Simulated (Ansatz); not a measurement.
**Calculated with Ansatz: Cs$_{2}$NaYBr$_{6}$, relaxation**

The input file (Ansatz 0.2.0, plane waves):

```yaml
crystal:
  lattice:
    - [0.0, 5.743908, 5.743908]
    - [5.743908, 0.0, 5.743908]
    - [5.743908, 5.743908, 0.0]
  atoms:
    - { symbol: Na, position: [0.5, 0.5, 0.5] }
    - { symbol: Br, position: [0.7554, 0.2446, 0.2446] }
    - { symbol: Br, position: [0.2446, 0.7554, 0.2446] }
    - { symbol: Br, position: [0.2446, 0.7554, 0.7554] }
    - { symbol: Br, position: [0.7554, 0.2446, 0.7554] }
    - { symbol: Br, position: [0.2446, 0.2446, 0.7554] }
    - { symbol: Br, position: [0.7554, 0.7554, 0.2446] }
    - { symbol: "Y", position: [0.0, 0.0, 0.0] }
    - { symbol: Cs, position: [0.25, 0.25, 0.25] }
    - { symbol: Cs, position: [0.75, 0.75, 0.75] }
  symmetry: { tolerance: 0.0003 }
kpoints:
  mp_grid: { grid: [4, 4, 4], shift: [0, 0, 0] }
magnetization:
  spin_polarized: false
scf:
  occupations: { method: fermi_dirac }
  lower_state_search: "off"
hamiltonian:
  pseudopotentials: { kind: paw }
  xc: r2scan
basis:
  ecutwfc: 500
  fft_grid_basis: typed
relax:
  max_steps: 60
  cell: { p_target: 0.0 }
output:
  forces: true
  stress: true
  eigenvalues: true
  bader: true
  populations: true
  elf: true
  write_potential: true
  volumetric_format: npy
  dos:
    e_range: [-12, 8]
    de: 0.05
    projected: { site_lists: { Br: [Br], Cs: [Cs], Na: [Na], "Y": ["Y"] } }
checkpoint:
  read: saved_state
```

The command:

```bash
ansatz run input.yaml --threads 2 --pin off --max-ram 2560MiB --backend cpu --events-out ev --progress --plain --runs-dir out
```

Origin of the cell: a database entry, scaled a little.

The smearing width isn't typed, so it takes its default of 0.1 eV.

The saved state is a converged single point of the same cell.

Excerpt of the output:

```
Pseudopotentials: kind: paw
Pseudopotential: Na, paw, valence charge 9, recommended cutoff 500 eV (meta_gga), Na.paw.azcp
Pseudopotential: Br, paw, valence charge 7, recommended cutoff 500 eV (meta_gga), Br.paw.azcp
Pseudopotential: Y, paw, valence charge 11, recommended cutoff 500 eV (meta_gga), Y.paw.azcp
Pseudopotential: Cs, paw, valence charge 9, recommended cutoff 500 eV (meta_gga), Cs.paw.azcp
Functional definition: r2SCAN
  exchange = r2scan_x(k0 = k0, k1 = k1, a1 = a1)
  correlation = r2scan_c
Crystal: 10 atoms, lattice volume = 379.012 Å³
Basis set: ecut = 500 eV, 9577 PW (Γ), exchange–correlation on 240×240×240 points (64 copies of the dense FFT grid, shifted against one another)
Bands: 50, of which v1, the nominal top of the filled ones, is band 40 counted from 1 (39 counted from 0)
[… 16 lines left out …]
Initial density: read from a saved state, or passed on in memory by an earlier SCF of this step, an earlier step, the calling program or the single point that the run made first
Functional: x = r2scan, c = r2scan; τ floored in thin density (d = 2e-4 eV/Å³)
SCF iter   1: F=-33498.416543 eV  HF=-33498.416594 eV  Δρ=2.77e-4  dr2=1.23e-4  dr2_τ=1.39e-4
SCF iter   2: F=-33498.416625 eV  HF=-33498.416540 eV  Δρ=1.48e-4  dr2=3.62e-5  dr2_τ=3.96e-5
SCF iter   3: F=-33498.416281 eV  HF=-33498.416280 eV  Δρ=2.14e-5  dr2=2.67e-6  dr2_τ=2.79e-7
SCF iter   4: F=-33498.416282 eV  HF=-33498.416282 eV  Δρ=9.11e-6  dr2=1.69e-7  dr2_τ=9.03e-8
SCF iter   5: F=-33498.416282 eV  HF=-33498.416282 eV  Δρ=1.28e-6  dr2=4.87e-9  dr2_τ=8.17e-10
relax step   1: F+E_penalty+E_count = -33498.416282 eV  Δ(F+E_penalty+E_count) = +0.000e0 eV  max|allowed force component| = 1.136e-1 eV/Å  Δτ_max = 0.0000 Å  P = -0.788 GPa  Ω = 379.012 Å³ […]
relax step   2: F+E_penalty+E_count = -33498.441750 eV  Δ(F+E_penalty+E_count) = -2.547e-2 eV  max|allowed force component| = 1.013e-1 eV/Å  Δτ_max = 0.0131 Å  P = -0.169 GPa  Ω = 371.093 Å³ […]
relax step   3: F+E_penalty+E_count = -33498.452007 eV  Δ(F+E_penalty+E_count) = -1.026e-2 eV  max|allowed force component| = 1.749e-2 eV/Å  Δτ_max = 0.0174 Å  P = -0.019 GPa  Ω = 365.339 Å³ […]
relax step   4: F+E_penalty+E_count = -33498.452312 eV  Δ(F+E_penalty+E_count) = -3.054e-4 eV  max|allowed force component| = 6.275e-4 eV/Å  Δτ_max = 0.0032 Å  P = +0.002 GPa  Ω = 364.424 Å³ […]
relax step   5: F+E_penalty+E_count = -33498.450837 eV  Δ(F+E_penalty+E_count) = +1.476e-3 eV  max|allowed force component| = 5.369e-4 eV/Å  Δτ_max = 0.0000 Å  P = +0.001 GPa  Ω = 364.424 Å³  stress off target by 8.61e-4 GPa […]
SCF 5 converged in 5 iterations: F = -33498.450837 eV  dr2 = 9.39e-12
basis re-selected at this cell: Δ(F+E_penalty+E_count) = +1.476e-3 eV, ΔP = -0.001 GPa vs the last step (what re-selecting the basis moved, of the pressure what is left beyond the Pulay corre […]
SCF converged after 5 iterations
Free energy (F): -33498.450837 eV
Harris-Foulkes:  -33498.450837 eV  (|F-HF|=7.28e-12)
Internal energy: -33498.450837 eV  (E = F + TS)
E sigma→0 (E₀):  -33498.450837 eV
Fermi energy:    4.242734 eV
--- Per-component energies (eV) ---
  E_band       = -666.067324
  E_kinetic    = 1516.756550
  E_local      = -4318.658014  (includes V_loc(G=0)·N_el)
  E_nonlocal   = 643.295074
  E_hartree    = 1439.727497
  E_xc         = -2039.997160
  E_vxc        = -1247.520890  (∫ρ·V_xc dr)
  E_paw        = -26916.500784  (= ΣΔE_a)
  E_vpaw       = -205.195216  (= ΣTr[D̂ρ^β])
  E_aug_tail   = 0.000001  (compensation charges beyond the density's cutoff)
  E_vtau       = 65.800223  (kinetic-family band-sum trace: ∫τ·v_τ [+ j·A + Jᵃ·Aᵃ] dr)
  E_ewald      = -3822.044375
  E_core_change = -1.029625  (= ΣΔE_core)
  E_smearing   = -0.000000  (= −TS)
  Σ components = -33498.450837   (vs F -33498.450837, Δ=0.00e0)
--- Forces (eV/Å), atoms counted from 1 ---
  atom   1  Na     0.000000    -0.000000     0.000000
  atom   2  Br    -0.000537    -0.000000     0.000000
  atom   3  Br     0.000000    -0.000537     0.000000
  atom   4  Br     0.000537     0.000000    -0.000000
  atom   5  Br    -0.000000     0.000537    -0.000000
  atom   6  Br     0.000000     0.000000    -0.000537
  atom   7  Br    -0.000000     0.000000     0.000537
  atom   8  Y     -0.000000     0.000000     0.000000
  atom   9  Cs    -0.000000     0.000000     0.000000
  atom  10  Cs     0.000000    -0.000000    -0.000000
  max |Σ_I F_I| component: 4.77e-18 eV/Å
--- Stress (GPa, compression-positive) ---
        0.000861      -0.000000      -0.000000
       -0.000000       0.000861      -0.000000
       -0.000000      -0.000000       0.000861
  P = ⅓ Tr σ = 0.0009 GPa (0.009 kbar)
--- Relaxed structure (4 steps of the walk, 4 accepted, 1 SCFs on fresh bases) ---
  F+E_penalty+E_count = -33498.450837 eV   max|allowed force component| = 5.369e-4 eV/Å   (the final SCF, on the basis selected at the relaxed cell)
  cell:  # Å, volume = 364.4240 Å³
    - [0.0, 5.669251, 5.669251]
    - [5.669251, 0.0, 5.669251]
    - [5.669251, 5.669251, 0.0]
  atoms:
    - { symbol: Na, position: [0.5, 0.5, 0.5] }
    - { symbol: Br, position: [0.754744, 0.245256, 0.245256] }
    - { symbol: Br, position: [0.245256, 0.754744, 0.245256] }
    - { symbol: Br, position: [0.245256, 0.754744, 0.754744] }
    - { symbol: Br, position: [0.754744, 0.245256, 0.754744] }
    - { symbol: Br, position: [0.245256, 0.245256, 0.754744] }
    - { symbol: Br, position: [0.754744, 0.754744, 0.245256] }
    - { symbol: Y, position: [1.019e-19, 0.0, 0.0] }
    - { symbol: Cs, position: [0.25, 0.25, 0.25] }
    - { symbol: Cs, position: [0.750000, 0.750000, 0.750000] }
--- Löwdin populations: 10 sites ---
  site symbol       q [e]
     0     Na      8.3580
     1     Br      7.4517
     2     Br      7.4517
     3     Br      7.4517
     4     Br      7.4517
     5     Br      7.4517
     6     Br      7.4517
     7      Y     10.2374
     8     Cs      8.2440
     9     Cs      8.2440
  spilling = 0.002579 (of n_electrons = 80.000000)
--- Bader charges: 10 sites ---
  site symbol  charge [e]  shift [e]
     0     Na      0.8768     0.0003
     1     Br     -0.7891     0.0001
     2     Br     -0.7891     0.0001
     3     Br     -0.7891     0.0001
     4     Br     -0.7891     0.0001
     5     Br     -0.7891     0.0001
     6     Br     -0.7891     0.0001
     7      Y      2.0951     0.0001
     8     Cs      0.8813     0.0000
     9     Cs      0.8813     0.0000
  estimated error of the sums over rays = 5.5e-4 e
```

The starting structure.

Space group Fm-3m (No. 225); the run's cell has a = 8.123 Å, b = 8.123 Å, c = 8.123 Å, α = 60.00°, β = 60.00°, γ = 60.00°. Shortest distances: Br–Y 2.81 Å, Br–Na 2.93 Å.

After:

Space group Fm-3m (No. 225); the run's cell has a = 8.018 Å, b = 8.018 Å, c = 8.018 Å, α = 60.00°, β = 60.00°, γ = 60.00°. Shortest distances: Br–Y 2.78 Å, Br–Na 2.89 Å.

```yaml
Free_energy_lowered_by: 3.5 meV/atom
Volume_change: -3.85 %
Final_pressure: 0.00 GPa
Relaxation_steps_listed: 5
```

Caveats: the relaxation held the start's symmetry, so the end may be a saddle point.

The run took 120 s on 2 threads of Arm Neoverse V1 (shared host), peak memory 1.6 GiB, from a saved density.
